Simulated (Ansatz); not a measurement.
Zr₃N₄:
```xyz
14
Lattice="-3.3513 3.3513 3.3513 3.3513 -3.3513 3.3513 3.3513 3.3513 -3.3513" Properties=species:S:1:pos:R:3 pbc="T T T"
Zr     2.5135     0.0000     1.6756
Zr     0.8378     0.0000     5.0269
Zr     1.6756     2.5135     0.0000
Zr     5.0269     0.8378     0.0000
Zr     0.0000     1.6756     2.5135
Zr     0.0000     5.0269     0.8378
N      0.4752     0.4752     0.4752
N     -0.4752     2.8760     0.4752
N      2.8760     0.4752    -0.4752
N      0.4752    -0.4752     2.8760
N      2.1509     2.1509     2.1509
N      1.2004     4.5517    -1.2004
N     -1.2004     1.2004     4.5517
N      4.5517    -1.2004     1.2004
```

Relaxed with PBEsol.

Question: Map the electron localisation function on the plane through (0.375, 0.250, 0.625) spanned by u = [1, 0, 0] and v = [0, 1, -1] in lattice vectors, from the program Ansatz at the PBEsol level (PAW).

Answer: x is the fraction of u, y of v (the angle between them is 90°; rows are the nearest grid lines); atoms in the plane: Zr at (0.00, 0.00), Zr at (0.50, 0.88), N at (0.63, 0.12), N at (0.13, 0.76).
```
y \ x   0.000  0.103  0.172  0.276  0.379  0.448  0.552  0.621  0.724  0.828  0.897   1.00
------  -----  -----  -----  -----  -----  -----  -----  -----  -----  -----  -----  -----
1.00    0.030  0.812  0.284  0.180  0.074  0.078  0.190  0.335  0.250  0.274  0.815  0.030
0.925   0.800  0.436  0.078  0.090  0.616  0.809  0.811  0.610  0.092  0.100  0.430  0.800
0.850   0.303  0.731  0.715  0.189  0.781  0.641  0.640  0.766  0.101  0.157  0.082  0.303
0.775   0.792  0.246  0.408  0.775  0.116  0.282  0.266  0.122  0.150  0.080  0.140  0.792
0.700   0.563  0.792  0.807  0.457  0.089  0.109  0.292  0.404  0.168  0.314  0.193  0.563
0.625   0.097  0.238  0.149  0.725  0.769  0.350  0.159  0.218  0.389  0.796  0.724  0.097
0.550   0.103  0.094  0.270  0.773  0.738  0.762  0.100  0.160  0.100  0.328  0.213  0.103
0.450   0.169  0.408  0.342  0.120  0.106  0.090  0.357  0.515  0.284  0.094  0.095  0.169
0.375   0.123  0.443  0.391  0.111  0.123  0.141  0.162  0.172  0.382  0.791  0.735  0.123
0.300   0.221  0.133  0.094  0.521  0.591  0.180  0.096  0.080  0.769  0.604  0.787  0.221
0.225   0.108  0.320  0.178  0.673  0.727  0.284  0.375  0.551  0.198  0.492  0.336  0.108
0.150   0.128  0.328  0.336  0.113  0.091  0.316  0.789  0.468  0.820  0.348  0.102  0.128
0.0750  0.766  0.421  0.095  0.133  0.106  0.410  0.815  0.646  0.829  0.187  0.459  0.766
0.000   0.030  0.812  0.284  0.180  0.074  0.078  0.190  0.335  0.250  0.274  0.815  0.030
```

The density is the valence pseudo-density with augmentation charge, so density and ELF within about 1 Å of a nucleus are not all-electron values.

Space group I-43d. The PBEsol relaxation kept the symmetry of its start. The run is not spin-polarised.

Potentials: the later of the program's two PAW sets.
